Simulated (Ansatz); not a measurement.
The elements of this relaxed trial crystal are hidden behind letters.

```
lattice vectors (Å)
   1.8651    1.0768    6.9400
  -1.8651    1.0768    6.9400
   0.0000   -2.1536    6.9400
fractional positions
X 0.7516 0.7516 0.7516
X 0.2484 0.2484 0.2484
X 0.0000 0.0000 0.0000
Z 0.5000 0.5000 0.5000
```

Level of theory: DFT PBE, scalar-relativistic, plane waves, PAW in Ansatz. Cutoff 420 eV, Γ-centred 12×12×12 mesh (4-atom cell), Gaussian smearing of 0.10 eV, no spin polarisation.

* Space group: R-3m (No. 166)
* Conventional cell: a = 3.730 Å, c = 20.820 Å
* Volume per atom: 20.91 Å³
* Density: 5.72 g/cm³
* Energy over the elements: −0.15 eV/atom
* Gap on the 12×12×12 mesh of the 4-atom cell: 0 eV (a metal)

Energies are uncorrected and count from the elements' standard states at the same level.

Question: X is a p-block element of period 4 and Z is a p-block element of period 4. Which elements are they?

Answer: X = Ga, Z = Se, so the formula is Ga3Se. Density times volume gives a mean mass of 5.72 × 20.91/1.6605 = 72.0 u per atom, and this set has 72.0 u. Around Ga on a site of symmetry 3m lie 3 Se at 2.75 Å and 3 Ga at 2.79 Å; Ga on a site of symmetry -3m has 6 Ga at 2.79 Å; Se has 6 Ga at 2.75 Å. Other sets within the hints have nearly the same mass, so mass alone doesn't settle it; this one was computed.

An odd number of electrons in the primitive cell allows no gap without spin; a larger cell or a magnetic state could open one. Symmetry constrained the relaxation, so the result can be a saddle point.
